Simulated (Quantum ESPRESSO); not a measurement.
# Zn4S3F: input and log of a self-consistent run

A calculation, not a measurement. The program is pw.x of Quantum ESPRESSO 7.5 (plane-wave density functional theory). The cell is made up: 8 atoms on a wurtzite lattice, with randomly drawn elements, strain and displacements, not relaxed. PseudoDojo standard norm-conserving files (v0.5 for PBE, v0.4.1 for LDA and PBEsol) set the functional; there is no spin polarisation, spin-orbit coupling or dispersion term, and the masses in the input are unused placeholders. A spin-polarised start on this cell or one of its family kept no moment.

Input:

```
&control calculation='scf', pseudo_dir='./dojo.nc.sr.pbe.v0_5.standard.upf', outdir='./o', disk_io='low', tprnfor=.true., tstress=.true. /
&system ibrav=0, nat=8, ntyp=3, nbnd=63, ecutwfc=84.00895049, nosym=.true., tot_charge=0,
 occupations='smearing', smearing='fd', degauss=0.0073498644
/
&electrons conv_thr=7.350e-09, electron_maxstep=60, /
ATOMIC_SPECIES
F 1.0 F.upf
S 1.0 S.upf
Zn 1.0 Zn.upf
CELL_PARAMETERS angstrom
4.0086 0.0 0.0
0.0 6.9431 0.0
0.0 0.0 6.546
ATOMIC_POSITIONS angstrom
Zn -0.0568 0.0448 0.1015
Zn 1.958 3.5635 0.0215
Zn 2.0008 1.1093 3.3716
Zn 0.0113 4.6626 3.3061
S 0.1093 0.1333 2.484
F 2.125 3.5688 2.3767
S 2.0833 1.1087 5.7433
S -0.0359 4.5859 5.7157
K_POINTS automatic
6 6 6 1 1 1
```

The log is shortened where brackets say so; the opening notice, blank lines, dates and the lines on written files are dropped, and the path of the files is cut. It prints rydbergs, bohrs and kilobars, and counts compression as positive stress.

```
     Program PWSCF v.7.5
     Parallel version (MPI & OpenMP), running on       4 processor cores
     Number of MPI processes:                 4
     Threads/MPI process:                     1
     [start-up lines left out]
     bravais-lattice index     =            0
     lattice parameter (alat)  =       7.5752  a.u.
     unit-cell volume          =    1229.4723 (a.u.)^3
     number of atoms/cell      =            8
     number of atomic types    =            3
     number of electrons       =       105.00
     number of Kohn-Sham states=           63
     kinetic-energy cutoff     =      84.0090  Ry
     charge density cutoff     =     336.0358  Ry
     scf convergence threshold =      7.3E-09
     mixing beta               =       0.7000
     number of iterations used =            8  plain     mixing
     Exchange-correlation= PBE
                           (   1   4   3   4   0   0   0)
     [axes and pseudopotential details left out]
   Cartesian axes
     site n.     atom                  positions (alat units)
         1        Zn     tau(   1) = (  -0.0141695   0.0111760   0.0253206  )
         2        Zn     tau(   2) = (   0.4884498   0.8889637   0.0053635  )
         3        Zn     tau(   3) = (   0.4991269   0.2767300   0.8410917  )
         4        Zn     tau(   4) = (   0.0028189   1.1631492   0.8247518  )
         5        S      tau(   5) = (   0.0272664   0.0332535   0.6196677  )
         6        F      tau(   6) = (   0.5301103   0.8902859   0.5929003  )
         7        S      tau(   7) = (   0.5197076   0.2765804   1.4327446  )
         8        S      tau(   8) = (  -0.0089557   1.1440154   1.4258594  )
     number of k points=   108  Fermi-Dirac smearing, width (Ry)=  0.0073
     Number of k-points >= 100: set verbosity='high' to print them.
     Dense  grid:   127921 G-vectors     FFT dimensions: (  45,  80,  75)
     Estimated max dynamical RAM per process >     610.51 MB
     Estimated total dynamical RAM >       2.29 GB
     Initial potential from superposition of free atoms
     starting charge     104.9994, renormalised to     105.0000
     Starting wfcs are   56 randomized atomic wfcs +    7 random wfcs
     total cpu time spent up to now is        8.7 secs
     per-process dynamical memory:   525.6 Mb
     Self-consistent Calculation
     iteration #  1     ecut=    84.01 Ry     beta= 0.70
     Davidson diagonalization with overlap
     ethr =  1.00E-02,  avg # of iterations =  4.8
     Threshold (ethr) on eigenvalues was too large:
     Diagonalizing with lowered threshold
     Davidson diagonalization with overlap
     ethr =  5.91E-04,  avg # of iterations =  1.7
     total cpu time spent up to now is       56.7 secs
     total energy              =   -1787.66585778 Ry
     estimated scf accuracy    <       0.61022862 Ry
     iteration #  2     ecut=    84.01 Ry     beta= 0.70
     Davidson diagonalization with overlap
     ethr =  5.81E-04,  avg # of iterations =  3.5
     total cpu time spent up to now is       86.7 secs
     total energy              =   -1787.69246531 Ry
     estimated scf accuracy    <       1.00164509 Ry
     iteration #  3     ecut=    84.01 Ry     beta= 0.70
     Davidson diagonalization with overlap
     ethr =  5.81E-04,  avg # of iterations =  2.4
     total cpu time spent up to now is      111.0 secs
     total energy              =   -1787.92310225 Ry
     estimated scf accuracy    <       0.11232555 Ry
     iteration #  4     ecut=    84.01 Ry     beta= 0.70
     Davidson diagonalization with overlap
     ethr =  1.07E-04,  avg # of iterations =  5.0
     total cpu time spent up to now is      138.4 secs
     total energy              =   -1787.93630268 Ry
     estimated scf accuracy    <       0.00755903 Ry
     iteration #  5     ecut=    84.01 Ry     beta= 0.70
     Davidson diagonalization with overlap
     ethr =  7.20E-06,  avg # of iterations =  7.0
     total cpu time spent up to now is      169.1 secs
     total energy              =   -1787.93780643 Ry
     estimated scf accuracy    <       0.00109962 Ry
     iteration #  6     ecut=    84.01 Ry     beta= 0.70
     Davidson diagonalization with overlap
     ethr =  1.05E-06,  avg # of iterations =  2.6
     total cpu time spent up to now is      194.3 secs
     total energy              =   -1787.93798564 Ry
     estimated scf accuracy    <       0.00031350 Ry
     iteration #  7     ecut=    84.01 Ry     beta= 0.70
     Davidson diagonalization with overlap
     ethr =  2.99E-07,  avg # of iterations =  2.0
     total cpu time spent up to now is      217.9 secs
     total energy              =   -1787.93801842 Ry
     estimated scf accuracy    <       0.00002988 Ry
     iteration #  8     ecut=    84.01 Ry     beta= 0.70
     Davidson diagonalization with overlap
     ethr =  2.85E-08,  avg # of iterations =  2.1
     total cpu time spent up to now is      242.5 secs
     total energy              =   -1787.93802494 Ry
     estimated scf accuracy    <       0.00000226 Ry
     iteration #  9     ecut=    84.01 Ry     beta= 0.70
     Davidson diagonalization with overlap
     ethr =  2.15E-09,  avg # of iterations =  2.7
     total cpu time spent up to now is      268.2 secs
     total energy              =   -1787.93802532 Ry
     estimated scf accuracy    <       0.00000077 Ry
     iteration # 10     ecut=    84.01 Ry     beta= 0.70
     Davidson diagonalization with overlap
     ethr =  7.38E-10,  avg # of iterations =  2.0
     total cpu time spent up to now is      291.9 secs
     total energy              =   -1787.93802539 Ry
     estimated scf accuracy    <       0.00000011 Ry
     iteration # 11     ecut=    84.01 Ry     beta= 0.70
     Davidson diagonalization with overlap
     ethr =  1.04E-10,  avg # of iterations =  2.0
     total cpu time spent up to now is      315.5 secs
     End of self-consistent calculation
     Number of k-points >= 100: set verbosity='high' to print the bands.
     the Fermi energy is     7.0505 ev
!    total energy              =   -1787.93802541 Ry
     estimated scf accuracy    <          5.7E-09 Ry
     smearing contrib. (-TS)   =      -0.00332765 Ry
     internal energy E=F+TS    =   -1787.93469776 Ry
     The total energy is F=E-TS. E is the sum of the following terms:
     one-electron contribution =   -1534.33016271 Ry
     hartree contribution      =     780.84795322 Ry
     xc contribution           =    -209.27294837 Ry
     ewald contribution        =    -825.17953990 Ry
     convergence has been achieved in  11 iterations
     Forces acting on atoms (cartesian axes, Ry/au):
     atom    1 type  3   force =     0.01862560   -0.00758609   -0.00904590
     atom    2 type  3   force =     0.00543344   -0.01104465    0.00747338
     atom    3 type  3   force =     0.02019226    0.00559870   -0.00204576
     atom    4 type  3   force =    -0.00251774   -0.00835544   -0.01902552
     atom    5 type  2   force =    -0.02235379   -0.00492273   -0.00103732
     atom    6 type  1   force =    -0.00058564   -0.00043399   -0.00926265
     atom    7 type  2   force =    -0.02086533    0.01679892    0.00981774
     atom    8 type  2   force =     0.00207120    0.00994528    0.02312603
     Total force =     0.060319     Total SCF correction =     0.000340
     Computing stress (Cartesian axis) and pressure
          total   stress  (Ry/bohr**3)                   (kbar)     P=      -52.50
  -0.00034848   0.00000187   0.00002130          -51.26        0.27        3.13
   0.00000187  -0.00037739  -0.00002967            0.27      -55.52       -4.36
   0.00002130  -0.00002967  -0.00034489            3.13       -4.36      -50.74
     init_run     :      8.12s CPU      8.52s WALL (       1 calls)
     electrons    :    305.32s CPU    306.82s WALL (       1 calls)
     forces       :      3.92s CPU      3.92s WALL (       1 calls)
     stress       :     13.73s CPU     13.73s WALL (       1 calls)
     [timing details left out]
     PWSCF        :   5m31.45s CPU   5m33.42s WALL
     JOB DONE.
```

In other units: free energy -24326.136 eV for the cell, pressure -5.25 GPa, largest force component 0.595 eV/Å. A rerun of a related cell, with the same atoms placed differently, at 1437 eV and a 8 x 8 x 8 mesh moved values by no more than 0.003 eV in energy, 0.03 GPa in stress and 0.005 eV/Å in force.